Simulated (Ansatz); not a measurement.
SiW (CsCl type, space group No. 221) under volume change, r²SCAN (plane waves, PAW; program Ansatz), scaled uniformly.

```
V (Å³/atom)  E − E(relaxed) (meV/atom)  P (GPa)
-----------  -------------------------  -------
12.737                           104.7    28.92
13.157                            44.0    17.71
13.577                            10.4     8.15
13.996                             0.0     0.00
14.416                             9.4    -6.98
14.836                            35.7   -12.93
15.256                            76.3   -17.96
```

Q: What does a third-order Birch–Murnaghan fit give for V₀, B₀ and B′?

A: V₀ = 14.00 Å³/atom, B₀ = 251 GPa, B′ = 4.3.

Space group Pm-3m (CsCl type). A made-up cell: these elements were put on the sites of a structure type; neither database checked (COD, Materials Project) lists it. Its standing as an ambient phase is unchecked. The cell was relaxed with r²SCAN under the symmetry of its start; whether a distortion lowers the energy is not shown. The run is not spin-polarised. Scalar-relativistic: spin–orbit coupling is off unless named, which matters more the heavier the elements.

Potentials: the later of the program's two PAW sets.
